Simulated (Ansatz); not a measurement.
The relaxed structure here is a generated cell of Au: the first start was made by placing the elements on the sites of a structure type, and the end was not matched to a known phase here, so it may be hypothetical. Known forms of Au include space group No. 225.

A relaxed cell of Au (Fd-3m (No. 227)), relaxed on a k-mesh at least as fine as the one used below. Method: r2SCAN (plane waves to 500 eV, PAW, scalar-relativistic; Ansatz, an electronic-structure program). Γ-centred k-mesh 9×9×5 on the run's cell (coarser than for final values), Fermi–Dirac smearing 0.05 eV.

```yaml
crystal:
  lattice:
    - [0.00000, 3.03774, 3.03774]
    - [3.03774, 0.00000, 3.03774]
    - [6.07549, 6.07549, 0.00000]
  atoms:
    - { symbol: Au, position: [0.75000, 0.75000, 0.37500] }
    - { symbol: Au, position: [0.75000, 0.75000, 0.87500] }
    - { symbol: Au, position: [0.50000, 0.50000, 0.25000] }
    - { symbol: Au, position: [0.50000, 0.50000, 0.75000] }
```

The atoms are displaced by (Å):

```csv
atom,ux,uy,uz
Au1,0.010,0.018,0.066
Au2,-0.020,0.151,-0.152
Au3,-0.095,0.075,-0.007
Au4,-0.068,-0.076,-0.081
```

### Question
What forces (eV/Å) and pressure result?

### Answer
```json
[
 {"atom": "Au1", "Fx": "-0.81", "Fy": "0.71", "Fz": "-0.67"},
 {"atom": "Au2", "Fx": "-0.66", "Fy": "-1.60", "Fz": "0.69"},
 {"atom": "Au3", "Fx": "1.81", "Fy": "0.28", "Fz": "-0.21"},
 {"atom": "Au4", "Fx": "-0.34", "Fy": "0.61", "Fz": "0.18"}
]
```

Pressure +1.5 GPa.

The undisplaced cell is probably no minimum: from this displacement the run went on to Fm-3m (No. 225), 0.80 eV/atom below it.

No spin polarisation in the result.
